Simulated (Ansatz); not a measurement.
Problem. Sn (simple hexagonal, space group No. 191) is relaxed with PBE in the plane-wave PAW code Ansatz. What lattice parameters of the conventional cell result?

Solution. a = 3.273 Å, c = 3.056 Å.

Space group P6/mmm (simple hexagonal). The start of the workflow was typed in or built on a structure type; neither database checked (COD, Materials Project) lists it. It is not the phase usual at ambient conditions (space group No. 141). Symmetry was held in the PBE relaxation; its stability against distortions is not shown here. Axis ratios of metals converge slowly with the k-mesh, so a and c are less sure than the volume. Spin–orbit coupling is left out wherever it is not named.

Potentials: the later of the program's two PAW sets.
